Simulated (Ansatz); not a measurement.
**Computed properties of RuC**

RuC:
```
RuC
1.0
    1.36318     0.78703     6.20558
   -1.36318     0.78703     6.20558
    0.00000    -1.57406     6.20558
Ru C
2 2
Cartesian
  0.00000   0.00000   4.25204
  0.00000   0.00000  14.36469
  0.00000   0.00000   0.69373
  0.00000   0.00000  17.92300
```

Space group R-3m (No. 166); conventional cell a = 2.7264 Å, b = 2.7264 Å, c = 18.6167 Å, α = 90.00°, β = 90.00°, γ = 120.00°.

Method: plane-wave PAW LDA (Ansatz code). Geometry: relaxed at this level of theory. Other levels are named where they apply.

Cell and energy:

```json
{
 "volume_per_atom": "9.99 Å³",
 "density": "9.40 g/cm³",
 "Formation energy from the elements (no fitted shifts)": "0.31 eV/atom"
}
```

Electronic structure:

```json
{
  "electronic_character": "metallic (no gap)",
  "Density of states at the Fermi level": "0.43 states/eV per atom (mean over ±0.08 eV)"
}
```

Phonons:

```json
{
 "highest_zone_centre_frequency": "1364 cm⁻¹",
 "zone_centre_stability": "no imaginary mode at Γ"
}
```

The first step of the workflow began from a Materials Project structure, measured or hypothetical; the Crystallography Open Database copy checked does not list it. Its standing as an ambient phase is unchecked. The cell was relaxed with LDA under the symmetry of its start. No spin polarisation was allowed. Its formation energy is positive at this level, so the cell may be metastable or incomplete. As this level gives no gap, phonon frequencies hold no LO–TO term and depend on the k-mesh and smearing (Fermi–Dirac, 0.1 eV here). The references are the lowest solids computed at this level, not always the standard phases. Spin–orbit coupling is left out wherever it is not named.

Potentials: the later of the program's two PAW sets.
